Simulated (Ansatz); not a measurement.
LiH (rock salt), relaxed with LDA (Ansatz, a program for electronic structure, plane waves, PAW): a = 3.9095 Å, b = 3.9095 Å, c = 3.9095 Å, α = 90.00°, β = 90.00°, γ = 90.00°.

- gap (eV): 2.54
- B₀ by P(V) fit (GPa): 40.6

**Question.** The same phase is relaxed and computed with HSE06 in the same code. What are the cell and these values now?

**Answer.** a = b = c = 3.986 Å, α = β = γ = 90.00°.

- gap (eV) = 3.96
- B₀ by P(V) fit (GPa) = 37.6

All cells were relaxed under the symmetry of their starts (and spin orders); stability against distortions was not tested throughout.

Potentials: the later of the program's two PAW sets.

Ansatz is a plane-wave DFT program.
